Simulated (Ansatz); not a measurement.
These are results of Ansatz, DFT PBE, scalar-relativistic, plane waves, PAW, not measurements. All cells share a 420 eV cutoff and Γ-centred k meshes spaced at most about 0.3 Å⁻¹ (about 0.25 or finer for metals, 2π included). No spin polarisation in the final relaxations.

Temperature and zero-point effects are left out. All come from trial cells, and lower structures may exist.

Problem. These unrelaxed guesses for HfHF3 are each relaxed within their symmetry. Order them by the energy at which they end, lowest first.
1.

Space group Pm-3m (No. 221). a = 3.795 Å, b = 3.795 Å, c = 3.795 Å, α = 90.00°, β = 90.00°, γ = 90.00°
```json
{"atom": "Hf", "site": "1a", "symmetry": "m-3m", "x": "0.0000", "y": "0.0000", "z": "0.0000"}
{"atom": "H", "site": "1b", "symmetry": "m-3m", "x": "0.5000", "y": "0.5000", "z": "0.5000"}
{"atom": "F", "site": "3d", "symmetry": "4/mm.m", "x": "0.5000", "y": "0.0000", "z": "0.0000"}
```

2.

Space group P4mm (No. 99). a = 3.588 Å, b = 3.588 Å, c = 4.545 Å, α = 90.00°, β = 90.00°, γ = 90.00°
```
atom  site  symmetry       x       y       z
  Hf    1a       4mm  0.0000  0.0000  0.0000
   H    1b       4mm  0.5000  0.5000  0.6650
   F    2c      2mm. 0.0000  0.5000  0.5000
   F    1b       4mm  0.5000  0.5000  0.1076
```

Solution. 1 (ends in Pm-3m, cubic perovskite type, 0 meV/atom), 2 (ends in P4mm, 210 meV/atom).

These runs have no spin–orbit coupling, which can matter for Hf. H stands nearly free of neighbours here, and without spin polarisation the energy of such atoms comes out too high. With hydrogen, zero-point motion can shift such differences by 10 meV/atom or more. Cells relaxed within their symmetry can be saddle points. Some types were kept out of the candidates beforehand, so the set may lack a known form.
